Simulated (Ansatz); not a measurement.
A: HgTe (zinc blende), a = 6.573 Å, b = 6.573 Å, c = 6.573 Å, α = 90.00°, β = 90.00°, γ = 90.00°
B: TiC (rock salt), a = 4.328 Å, b = 4.328 Å, c = 4.328 Å, α = 90.00°, β = 90.00°, γ = 90.00°
C: Ni (fcc, Cu type), a = b = c = 3.4782 Å, α = β = γ = 90.00°
D: Ge (diamond), a = b = c = 5.674 Å, α = β = γ = 90.00°

Scan: energy over volume and axial ratio (atoms clamped). All come from one method, each on a k mesh of its own. All were relaxed with their symmetry unable to fall. At this level the bands of HgTe touch or barely overlap. Relaxed Ni ends ferromagnetic. Spin-orbit coupling is left out. TiC is run without spin polarisation. The magnetic order is the one the run started from; other orders were not tried. (This holds for the magnetic or f-shell members.)

**Question.** Rank these by shear modulus C′ = (C11 − C12)/2 (fitted) (lowest first), as r2SCAN (plane waves to 500 eV, PAW, scalar-relativistic; Ansatz, a first-principles code) gives it.

**Answer.** A (8 GPa), D (41 GPa), C (71 GPa), B (200 GPa)

(Under strain, the slope of the energy per volume gives the stress and its curvature an elastic modulus.)
